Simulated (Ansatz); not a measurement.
SnO₂ (rutile)

```xyz
6
Lattice="4.8276 0.0000 0.0000 0.0000 4.8276 0.0000 0.0000 0.0000 3.2379" Properties=species:S:1:pos:R:3 pbc="T T T"
Sn     0.0000     0.0000     0.0000
Sn     2.4138     2.4138     1.6190
O      1.4801     1.4801     0.0000
O      3.8939     0.9337     1.6190
O      0.9337     3.8939     1.6190
O      3.3474     3.3474     0.0000
```

The relaxed cell is deformed in two ways at once: its volume V is scaled, and at that volume it is stretched along z (the c axis of the conventional cell) so that c/a changes. Fractional atomic positions are held.

Level of theory: PBE (plane waves to 420 eV, PAW, scalar-relativistic; Ansatz, a program for electronic structure). k mesh 7×7×10 (Γ-centred), Fermi-Dirac smearing 0.05 eV. Compression counts positive. As the atoms are clamped, bonds stretch with the cell, which overstates energies and stresses. SnO2 was relaxed with its symmetry unable to fall. The PAW data are Ansatz's earlier set.

At one point of the scan the stress tensor (GPa) is:

```
   -2.1      0.0      0.0
    0.0     -2.1      0.0
    0.0      0.0    -20.5
```

**Question.** Which point is it?
A) V/V₀ = 1.000, (c/a)/(c/a)₀ = 1.120
B) V/V₀ = 0.960, (c/a)/(c/a)₀ = 1.120
C) V/V₀ = 1.040, (c/a)/(c/a)₀ = 1.120
D) V/V₀ = 1.080, (c/a)/(c/a)₀ = 0.940

**Answer.** C, V/V₀ = 1.040, (c/a)/(c/a)₀ = 1.120

(A scan under strain: stresses follow from slopes of the energy per volume, elastic moduli from its curvatures.)
